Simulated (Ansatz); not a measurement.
**Al: an elastic constant from a strain scan**

Theory: DFT r2SCAN, scalar-relativistic, plane waves, PAW in Ansatz 0.2.0. Cutoff 500 eV, Γ-centred 20×20×20 k-points, Gaussian smearing of 0.15 eV. No spin polarisation. Energies are free energies at this smearing, counted from the undisturbed cell; pressure is positive in compression.

The starting cell (as given, not relaxed at this level; it stands at 0.5 GPa; this bcc form isn't the usual structure):

```
Al
1.0
    -1.59122    1.59122    1.59122
     1.59122   -1.59122    1.59122
     1.59122    1.59122   -1.59122
Al
1
Cartesian
  0.0000 0.0000 0.0000
```

The cell is strained by ε times the Voigt pattern (0, 0, 0, 1, 0, 0) (xx, yy, zz, yz, xz, xy; engineering shear) with fractional coordinates fixed. The cell holds 1 atom in V0 = 16.12 Å³. The stress column is τ = (1/V0) dE/dε, got from the stress tensor σ (compression positive) at each point as −det(1 + εP) σ : P(1 + εP)⁻¹, with P the pattern as a tensor.

```csv
ε,ΔE (meV/atom),τ (GPa)
-0.0875,22.090,-5.225
-0.0750,15.976,-4.490
-0.0625,10.804,-3.742
-0.0500,6.557,-3.008
-0.0375,3.298,-2.141
-0.0250,1.227,-1.165
-0.0125,0.258,-0.438
0.0000,0.000,0.000
0.0125,0.258,0.438
0.0250,1.227,1.165
0.0375,3.298,2.141
0.0500,6.557,3.008
0.0625,10.804,3.742
0.0750,15.976,4.490
0.0875,22.090,5.225
0.1000,?,?
```

Q: Which combination of elastic constants does this scan measure, and how large is it?

A: For small ε, τ = τ0 + Kε with K = pᵀCp, which for this pattern is C44 in the cubic axes. The parabola through τ at ε = -0.0125, 0 and 0.0125 has slope K = 35 GPa at zero. The energies per cell, E = NΔE, of the same two points give K = 2[E(ε₊)/ε₊ − E(ε₋)/ε₋]/[(ε₊ − ε₋)V0] = 33 GPa; a fourth-order term in the energy shifts the first figure twice as much as the second, so 2 × 32.8 − (35.0) = 30.6 GPa is a better limit for small strain, as far as the energies carry no numerical noise.

Q: Predict the withheld row at ε = 0.1000 from the harmonic law, and compare.

A: ΔE = V0(τ0 ε + Kε²/2)/N = 17.620 meV/atom and τ = 3.50 GPa. The calculation gives 29.100 meV/atom and 5.92 GPa: the energy lies 11.48 meV/atom above the harmonic value.

In a metal these slopes depend on the k mesh and the smearing.